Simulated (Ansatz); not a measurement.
Cells of ZnSnN₂ relaxed with r2SCAN (plane waves to 500 eV, PAW, scalar-relativistic; Ansatz, an electronic-structure program), each with a space-group label. One label is wrong.

**A**, labelled Pmmm (No. 47)
```xyz
4
Lattice="4.0442 0.0000 0.0000 0.0000 4.0442 0.0000 0.0000 0.0000 3.6653" Properties=species:S:1:pos:R:3 pbc="T T T"
N      2.0221     0.0000     0.6960
N      0.0000     2.0221     0.6960
Sn     2.0221     2.0221     0.0325
Zn     0.0000     0.0000     1.0073
```

**B**, labelled I-42d (No. 122)
```xyz
8
Lattice="-2.3728 2.3728 4.7876 2.3728 -2.3728 4.7876 2.3728 2.3728 -4.7876" Properties=species:S:1:pos:R:3 pbc="T T T"
Zn     0.0000     2.3728     2.3938
Zn     0.0000     0.0000     0.0000
Sn     2.3728     0.0000     2.3938
Sn     0.0000     0.0000     4.7876
N      1.1864     1.1712    -1.1969
N      1.1864     1.2016     3.5907
N      1.2016    -1.1864     5.9845
N      1.1712     3.5591     1.1969
```

**C**, labelled I4₁/amd (No. 141)
```
CELL_PARAMETERS angstrom
     -2.16709     2.16709     6.33023
      2.16709    -2.16709     6.33023
      2.16709     2.16709    -6.33023
ATOMIC_POSITIONS crystal
  N  0.37500 0.62500 0.75000
  N  0.37500 0.12500 0.75000
  N  0.87500 0.62500 0.25000
  N  0.37500 0.62500 0.25000
  Sn 0.75000 0.25000 0.50000
  Sn 0.00000 0.00000 0.00000
  Zn 0.25000 0.75000 0.50000
  Zn 0.50000 0.50000 0.00000
```

Which label is wrong, and what should it be (tolerance 0.01 Å)?

A: its symmetry is P4mm (No. 99), tP4; a = b = 4.044 Å, c = 3.665 Å, α = β = γ = 90.00°.

Each run could gain symmetry but not lose that of its start, so entries can be saddle points. All of these are generated cells (placed on structure types, drawn at random, substituted or restacked) that were not matched to a known phase here.

No spin polarisation in the result.
